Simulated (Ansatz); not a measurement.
CdTe:
```yaml
crystal:
  lattice:
    - [3.75153, 2.20612, 0.00000]
    - [-3.75153, 2.20612, 0.00000]
    - [-2.63560, 0.00000, 7.06789]
  atoms:
    - { symbol: Cd, position: [0.50000, 0.00000, 0.00000] }
    - { symbol: Cd, position: [0.00000, 0.50000, 0.50000] }
    - { symbol: Te, position: [0.29976, 0.29976, 0.25000] }
    - { symbol: Te, position: [0.70024, 0.70024, 0.75000] }
```

Relaxed with PBE. Special points in fractions of this cell's reciprocal vectors: Γ (0.000, 0.000, 0.000); C (0.348, 0.348, 0.000); C2 (-0.348, 0.652, 0.000); Y2 (-0.500, 0.500, 0.000); M2 (-0.500, 0.500, 0.500); D (-0.314, 0.686, 0.500); D2 (0.314, 0.314, 0.500); A (0.000, 0.000, 0.500); L2 (0.000, 0.500, 0.500); V2 (0.000, 0.500, 0.000).

List the band energies nearest the Fermi level at these points for plane-wave PAW PBE (Ansatz code).

In eV from the Fermi level; about four levels below and three above (degenerate sets whole), none deeper than 8.9 eV; points with the same levels are listed once.

```json
[
 {"k": "Γ", "below": "-0.57 -0.43 -0.25 -0.12", "above": "0.26 2.60 4.00"},
 {"k": "C", "below": "-3.36 -2.40 -1.92 -0.82", "above": "1.18 2.16 3.95"},
 {"k": "Y2", "below": "-2.10 -2.01 -1.55 -0.10", "above": "0.02 2.46 3.79"},
 {"k": "M2", "below": "-2.20 -2.20 -1.41 -1.41", "above": "1.11 1.11 4.68 4.68"},
 {"k": "D", "below": "-2.78 -2.78 -1.44 -1.44", "above": "1.53 1.53 5.07 5.07"},
 {"k": "A", "below": "-0.68 -0.68 -0.09 -0.09", "above": "2.44 2.44 4.80 4.80"},
 {"k": "L2", "below": "-2.14 -2.01 -1.66 -0.12", "above": "0.33 2.73 3.92"},
 {"k": "V2", "below": "-2.46 -1.77 -1.30 -1.23", "above": "1.06 1.06 4.48"}
]
```

Space group C2/c. The cell is a constructed one: a structure type filled with these elements; neither database checked (COD, Materials Project) lists it. It is not the phase usual at ambient conditions (space group No. 216). The PBE relaxation kept the symmetry of its start; its stability against distortions is not shown here. Spin–orbit coupling is left out wherever it is not named.

Potentials: the later of the program's two PAW sets.
